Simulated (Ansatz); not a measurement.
Si2Mo, in the lowest among the structures calculated here: I4/mmm (No. 139), tI6; a = b = 3.174 Å, c = 7.777 Å, α = β = γ = 90.00°; Si 4e (0.000, 0.000, 0.335); Mo 2a (0.000, 0.000, 0.000). These are LDA (plane waves to 420 eV, PAW, scalar-relativistic; Ansatz, a program for electronic structure) values and carry that method's errors. Element references, the lowest calculated here: Mo (Im-3m), Si (Fd-3m).

Problem. Give the formation energy of this I4/mmm form of Si2Mo from the elements at the level LDA.

Solution. -0.59 eV/atom.

Static energies, no anion corrections, no zero-point energy. Values are rounded to 0.01 eV/atom. The compounds carry no spin polarisation.
